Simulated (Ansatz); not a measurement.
Y2In in space group P6_3/mmc (No. 194; Y on 2d, In on 2c, Y on 2a) under volume change, DFT-r²SCAN in the program Ansatz with PAW potentials, shape and atoms relaxed at each volume.

```json
[
 {"V (Å³/atom)": "25.872", "E − E(relaxed) (meV/atom)": "47.2", "P (GPa)": "6.37"},
 {"V (Å³/atom)": "26.725", "E − E(relaxed) (meV/atom)": "20.0", "P (GPa)": "3.94"},
 {"V (Å³/atom)": "27.578", "E − E(relaxed) (meV/atom)": "4.7", "P (GPa)": "1.82"},
 {"V (Å³/atom)": "28.431", "E − E(relaxed) (meV/atom)": "0.0", "P (GPa)": "0.00"},
 {"V (Å³/atom)": "29.284", "E − E(relaxed) (meV/atom)": "4.3", "P (GPa)": "-1.59"},
 {"V (Å³/atom)": "30.137", "E − E(relaxed) (meV/atom)": "___", "P (GPa)": "___"},
 {"V (Å³/atom)": "30.990", "E − E(relaxed) (meV/atom)": "___", "P (GPa)": "___"}
]
```

Fill in the missing entries.


- 30.137, E − E(relaxed) (meV/atom): 16.5
- 30.137, P (GPa): -2.96
- 30.990, E − E(relaxed) (meV/atom): 35.5
- 30.990, P (GPa): -4.14

What does a third-order Birch–Murnaghan fit give for V₀, B₀ and B′?

V₀ = 28.43 Å³/atom, B₀ = 56.6 GPa, B′ = 3.8.

The workflow started from an entry of the Crystallography Open Database (COD). Whether it is the stable phase at ambient conditions was not checked. The cell was relaxed with r²SCAN under the symmetry of its start; whether a distortion lowers the energy is not shown. No spin polarisation was allowed.

Potentials: the later of the program's two PAW sets.
